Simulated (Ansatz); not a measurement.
TaN, DFT, LDA, all-electron PAW with datasets made for the crystal, scalar-relativistic (Ansatz 0.2.0), run on 1 thread of Intel(R) Xeon(R) Platinum 8488C (Sapphire Rapids) on a shared host.

The cell comes from COD entry 1538016, which wasn't checked; take it as a given geometry. The listed cell was then made from it by scaling, straining or moving an atom.

Command: `ansatz run input.yaml --threads 1 --pin off --max-ram 3072MiB --backend cpu --events-out ev --progress --plain --runs-dir out`

```yaml
crystal:
  lattice:
    - [2.9379988584, 0.0, 0.0]
    - [-1.4689994292, 2.5443816477, 0.0]
    - [0.0, 0.0, 2.85417]
  atoms:
    - { symbol: Ta, position: [0.3333333333, 0.6666666667, 0.5] }
    - { symbol: "N", position: [0.0, 0.0, 0.0] }
kpoints:
  mp_grid: { grid: [12, 12, 10] }
scf:
  occupations: { method: fermi_dirac, width: 0.02 }
hamiltonian:
  xc: lda
  pseudopotentials: { kind: all_electron, datasets: crystal }
output:
  forces: true
  stress: true
  eigenvalues: true
  efg: { contact_densities: true }
```

Question: How large is the problem that the program sets up?

Answer: 114 irreducible k-points, 515 plane waves at Γ, 22 bands.

Question: Estimate the wall time and the peak memory.

Answer: 36 s of wall time for 9 SCF iterations, with a peak of 0.85 GiB. Times on shared machines scatter by tens of per cent.

Question: And the same cell and mesh by PAW (frozen-core files), asked for forces, stress, eigenvalues, efg, on the same hardware?

Answer: 3.9 s, peak memory 0.42 GiB.
